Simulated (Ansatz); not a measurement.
¹³⁹La fingerprints of the forms of SrCaLaBiO6

Computed with Ansatz: DFT, r2SCAN, plane waves and PAW, scalar-relativistic, 500 eV cutoff. Q(¹³⁹La) = 206.0 mb, I = 7/2. The cells come from the Materials Project (computed, not necessarily observed phases), with the atoms as given or relaxed (PBE, cell held). Calculated pressures reach 5 GPa in size and forces 0.5 eV/Å in them. Spin–orbit coupling is left out, which moves gradients at and beside heavy atoms (Bi, La) by some per cent and at some sites by far more.

(1) Rank the structures by their largest ¹³⁹La |C_Q|, smallest first.
A.
SrCaLaBiO6
Space group P-4n2 (No. 118); a = 5.9771, c = 8.6366 Å.

| site | Wyckoff | site symmetry | x | y | z |
| --- | --- | --- | --- | --- | --- |
| Sr | 2d | 2.22 | 0.5000 | 0.0000 | 0.2500 |
| Ca | 2b | -4.. | 0.0000 | 0.0000 | 0.5000 |
| La | 2c | 2.22 | 0.0000 | 0.5000 | 0.2500 |
| Bi | 2a | -4.. | 0.0000 | 0.0000 | 0.0000 |
| O9 | 4e | 2.. | 0.0000 | 0.0000 | 0.2436 |
| O13 | 8i | 1 | 0.3200 | 0.1570 | 0.9866 |
B.
SrCaLaBiO6
Space group Pc (No. 7); a = 5.9068, b = 6.1288, c = 10.3574 Å, β = 124.69°.

```csv
site,Wyckoff,site symmetry,x,y,z
Sr,2a,1,0.7637,0.7964,0.7513
Ca,2a,1,0.4995,0.7542,0.0011
La,2a,1,0.2358,0.3071,0.7545
Bi,2a,1,0.9999,0.2471,0.0006
O9,2a,1,0.8928,0.9515,0.0658
O10,2a,1,0.1294,0.4753,0.4318
O13,2a,1,0.7662,0.4450,0.0522
O14,2a,1,0.2350,0.9354,0.4403
O17,2a,1,0.3404,0.6939,0.7376
O18,2a,1,0.6372,0.2022,0.7648
```

Results:

(1) B (66.5 MHz), A (165 MHz).
